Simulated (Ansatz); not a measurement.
A relaxed cell of Si3O2 is given with its symmetry left out. The cell was found from a structure generator's guess, not taken from experiment.

Method: Ansatz 0.2.0, DFT PBE, scalar-relativistic, plane waves, PAW. Cutoff 420 eV, Γ-centred mesh, Gaussian smearing, no spin polarisation.

```
Si O
1.0
     3.36828    0.00000    0.00000
     0.00000    3.36828    0.00000
     0.00000    0.00000    5.47777
Si O
3 2
Direct
  0.50000 0.50000 0.33145
  0.50000 0.50000 0.89987
  0.00000 0.00000 0.72421
  0.50000 0.00000 0.43355
  0.00000 0.50000 0.43355
```

The zero of energy is the elements' standard structures at the same level (O₂ as a molecule); no fitted shifts are applied.

Question: Find its symmetry and describe it.

Answer: P4mm (No. 99). Conventional cell: a = 3.368 Å, c = 5.478 Å. Si on its first site is surrounded by 4 O at 1.77 Å and 1 Si at 2.36 Å; Si on its second site is surrounded by 1 Si at 2.36 Å and 4 Si at 2.57 Å; around Si on its third site lie 4 O at 2.32 Å and 4 Si at 2.57 Å; O is surrounded by 2 Si at 1.77 Å and 2 Si at 2.32 Å.

Question: How far does it lie from the elements in energy?

Answer: −0.86 eV/atom. It lies below the elements, which doesn't yet make it stable against other compounds or structures.

Question: Is it a metal?

Answer: Yes, bands cross the Fermi level on the 12×12×8 mesh.

The last run used a 12×12×8 mesh (in the run's order of axes) for its 5-atom cell and Gaussian smearing of 0.10 eV. Symmetry constrained the relaxation, so the result can be a saddle point.
